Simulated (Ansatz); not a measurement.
SiSnO$_{3}$:
```
CELL_PARAMETERS angstrom
      3.46536     0.00000     0.00000
      0.00000     3.46536     0.00000
      0.00000     0.00000     4.73425
ATOMIC_POSITIONS crystal
  Si 0.50000 0.50000 0.49124
  Sn 0.00000 0.00000 0.02106
  O  0.50000 0.50000 0.83241
  O  0.50000 0.00000 0.38064
  O  0.00000 0.50000 0.38064
```

Relaxed with r²SCAN. Special points in fractions of this cell's reciprocal vectors: Γ (0.000, 0.000, 0.000); X (0.000, 0.500, 0.000); M (0.500, 0.500, 0.000); Z (0.000, 0.000, 0.500); R (0.000, 0.500, 0.500); A (0.500, 0.500, 0.500).

List the band energies nearest the valence-band maximum at these points for r²SCAN with spin–orbit coupling (plane waves, PAW; program Ansatz).

In eV from the valence-band maximum; about four levels below and three above (degenerate sets whole), none deeper than 8.9 eV; points with the same levels are listed once.

```csv
k,below,above
Γ,-3.31 -3.31 -3.27 -3.27,1.30 1.30 4.92 4.92
X,-3.84 -3.84 0.00 0.00,1.89 1.89 5.08 5.08
M,-2.57 -2.57 -1.79 -1.79,3.35 3.35 4.42 4.42
Z,-3.21 -3.21 -2.02 -2.02,2.03 2.03 2.46 2.46
R,-3.99 -3.99 -0.58 -0.58,3.21 3.21 4.67 4.67
A,-3.49 -3.49 -3.48 -3.48 -1.79 -1.79,3.64 3.64 4.01 4.01
```

Space group P4mm. The cell is a constructed one: a structure type filled with these elements; neither database checked (COD, Materials Project) lists it. Whether it is the stable phase at ambient conditions was not checked. Symmetry was held in the r²SCAN relaxation; whether a distortion lowers the energy is not shown.

Potentials: the later of the program's two PAW sets.
